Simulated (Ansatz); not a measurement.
ZrO₂:
Space group Pnma (No. 62); a = 10.4030 Å, b = 3.4865 Å, c = 3.7718 Å, α = β = γ = 90.00°

```
atom  site  symmetry       x       y       z
----  ----  --------  ------  ------  ------
Zr      4c       .m.  0.1198  0.2500  0.2488
O       4c       .m.  0.2159  0.7500  0.3870
O       4c       .m.  0.0275  0.2500  0.7588
```

Relaxed at zero pressure with DFT-r²SCAN in the program Ansatz with PAW potentials.

The volume is raised by 6 % and shape and atoms relax at that volume. What pressure results, and how do the axes share the change?

-9.9 GPa; a 3.9 %, b 3.4 %, c -1.4 %; the energy rises by 24 meV/atom.

Give the new structure.


Space group Pnma (No. 62); a = 10.807 Å, b = 3.606 Å, c = 3.721 Å, α = β = γ = 90.00°

```json
[
 {"atom": "Zr", "site": "4c", "symmetry": ".m.", "x": "0.1226", "y": "0.2500", "z": "0.2476"},
 {"atom": "O", "site": "4c", "symmetry": ".m.", "x": "0.2138", "y": "0.7500", "z": "0.3228"},
 {"atom": "O", "site": "4c", "symmetry": ".m.", "x": "0.0334", "y": "0.2500", "z": "0.7546"}
]
```

The phase is kept; no other phase was compared at this pressure.

The first step of the workflow began from a Materials Project structure, measured or hypothetical; the Crystallography Open Database copy checked does not list it. It is not the phase usual at ambient conditions (space group No. 14). Symmetry was held in the r²SCAN relaxation; its stability against distortions is not shown here. The run is not spin-polarised.

Potentials: the later of the program's two PAW sets.
